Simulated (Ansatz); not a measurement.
Consider a crystal of Bi₂Te₂O in space group I-4m2 (No. 119), with Bi on 4e; Te on 2b and 2d; O on 2a.

Computed with DFT PBE, scalar-relativistic, plane waves, PAW in Ansatz. Cutoff 420 eV, Γ-centred mesh, Gaussian smearing, no spin polarisation.

The zero of energy is the elements' standard structures at the same level (O₂ as a molecule); no fitted shifts are applied.

Q: Give the relaxed lattice parameters and positions.

A:

Space group I-4m2 (No. 119). a = 6.172 Å, b = 6.172 Å, c = 10.372 Å, α = 90.00°, β = 90.00°, γ = 90.00°
```csv
atom,site,symmetry,x,y,z
Bi,4e,2mm.,0.5000,0.5000,0.2965
Te,2b,-4m2,0.5000,0.5000,0.0000
Te,2d,-4m2,0.5000,0.0000,0.2500
O,2a,-4m2,0.0000,0.0000,0.0000
```

Bi has 1 O at 2.11 Å and 3 Te at 3.08–3.12 Å; Te on its first site is surrounded by 2 Bi at 3.08 Å and 4 Te at 4.03 Å; Te on its second site is surrounded by 4 Bi at 3.12 Å, 4 O at 4.03 Å and 4 Te at 4.03 Å; around O lie 2 Bi at 2.11 Å and 4 Te at 4.03 Å. Another local minimum with the same sites may exist.

Q: And its energy and gap?

A: The energy over the elements is +0.08 eV/atom and the gap on the 8×8×8 mesh of the 5-atom cell is 0 eV (a metal). A positive value: parting into the elements would lower its energy.

The last run used Gaussian smearing of 0.10 eV. Spin–orbit coupling, which can matter for Bi and Te, is left out. The reference form of Te is held partly by dispersion forces, which this level lacks. Symmetry constrained the relaxation, so the result can be a saddle point. Another cell of Bi2Te2O relaxed alike, in P4/nmm (a Materials Project cell), lies 0.55 eV/atom lower, so this cell isn't the stable form at this level.
